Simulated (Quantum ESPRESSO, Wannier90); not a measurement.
## Tight-binding from DFT: PbIF (P4/nmm)

```
begin unit_cell_cart
ang
    4.2358500000    0.0000000000    0.0000000000
    0.0000000000    4.2358500000    0.0000000000
    0.0000000000    0.0000000000    9.4597000000
end unit_cell_cart
begin atoms_frac
Pb   0.0000000000  0.5000000000 -0.1572700000
Pb   0.5000000000  0.0000000000  0.1572700000
I    0.5000000000  0.0000000000 -0.3281700000
I    0.0000000000  0.5000000000  0.3281700000
F    0.0000000000  0.0000000000  0.0000000000
F    0.5000000000  0.5000000000  0.0000000000
end atoms_frac
```

Structure: Materials Project mp-22969, symmetrised, not relaxed again. COD (Crystallography Open Database) has an entry of this formula and space group (matched by these alone). Computed values, not measurements, from PBEsol: Quantum ESPRESSO (norm-conserving PseudoDojo potentials, cutoff 68 Ry, no spin polarisation, no spin-orbit coupling) on a Γ-centred 4×4×4 mesh, then Wannier90. Density: 8×8×4 mesh, cold smearing 0.01 Ry. Spin-orbit coupling is left out although heavy elements are present.

Bands 1-2,13-28 form an isolated set from -22.19 to 0.00 eV relative to the valence-band maximum (on the path) and are turned into 18 Wannier functions by minimising the spread from the start: SCDM (isolated). Bands 3–12 (Pb 5d 100 %) lie between the kept ones and are excluded.

Where do the functions sit, how wide are they and what are they made of?


```json
[
 {"functions": "8", "spread (Å²)": "0.64", "nearest atom, distance (Å)": "F 0.32", "second atom, distance (Å)": "Pb 2.27", "weight on atomic waves": "F 2p 69 %, F 2s 24 %, Pb 6p 6 %"},
 {"functions": "4", "spread (Å²)": "2.06", "nearest atom, distance (Å)": "I 0.67", "second atom, distance (Å)": "Pb 2.83", "weight on atomic waves": "I 5p 68 %, I 5s 19 %, Pb 6p 12 %"},
 {"functions": "2", "spread (Å²)": "1.77", "nearest atom, distance (Å)": "I 0.53", "second atom, distance (Å)": "Pb 3.68", "weight on atomic waves": "I 5p 60 %, I 5s 37 %"},
 {"functions": "2", "spread (Å²)": "2.04", "nearest atom, distance (Å)": "I 0.68", "second atom, distance (Å)": "Pb 2.73", "weight on atomic waves": "I 5p 67 %, I 5s 20 %, Pb 6p 12 %"},
 {"functions": "2", "spread (Å²)": "1.83", "nearest atom, distance (Å)": "Pb 0.08", "second atom, distance (Å)": "F 2.64", "weight on atomic waves": "Pb 6s 97 %"}
]
```

Ω_I = 21.46 Å², Ω_total = 24.63 Å²; the interpolated bands follow pw.x to 7.2 meV rms on the path. It is the lowest total spread that any start reached here.
